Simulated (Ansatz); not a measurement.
Consider the following.

TiRh:
```
CELL_PARAMETERS angstrom
      3.04448     0.00000     0.00000
      0.00000     3.04448     0.00000
      0.00000     0.00000     3.04448
ATOMIC_POSITIONS crystal
  Ti 0.50000 0.50000 0.50000
  Rh 0.00000 0.00000 0.00000
```

This is the LDA-relaxed structure.

### Question
All from LDA (plane waves, PAW; program Ansatz), unless another level is named. Predict the highest zone-centre frequency.

### Answer
192 cm⁻¹.

### Question
Give the bulk modulus (Birch–Murnaghan fit).

### Answer
221 GPa.

Space group Pm-3m (CsCl type). The workflow started from a Materials Project entry (that database holds measured and hypothetical structures alike); the Crystallography Open Database copy checked does not list it. COD files the formula under space group No. 123. Its standing as an ambient phase is unchecked. Symmetry was held in the LDA relaxation. At this level the phase is mechanically unstable. No spin polarisation was allowed. As this level gives no gap, phonon frequencies hold no LO–TO term and depend on the k-mesh and smearing (Fermi–Dirac, 0.1 eV here).

Potentials: the later of the program's two PAW sets.
